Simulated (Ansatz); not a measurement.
SiW (CsCl type, Pm-3m) under volume change, DFT-PBEsol in the program Ansatz with PAW potentials, scaled uniformly.

```csv
V (Å³/atom),E − E(relaxed) (meV/atom),P (GPa)
12.668,103.8,28.86
13.086,43.5,17.65
13.503,10.3,8.11
13.921,0.0,-0.01
14.338,9.3,-6.95
14.756,35.4,-12.86
15.174,75.6,-17.87
```

What does a third-order Birch–Murnaghan fit give for V₀, B₀ and B′?

V₀ = 13.92 Å³/atom, B₀ = 250 GPa, B′ = 4.3.

The cell is a constructed one: a structure type filled with these elements; neither database checked (COD, Materials Project) lists it. Its standing as an ambient phase is unchecked. The PBEsol relaxation kept the symmetry of its start; of distortions, only those at the zone centre were tested. The run is not spin-polarised. Scalar-relativistic: spin–orbit coupling is off unless named, which matters more the heavier the elements.

Potentials: the earlier of the program's two PAW sets.
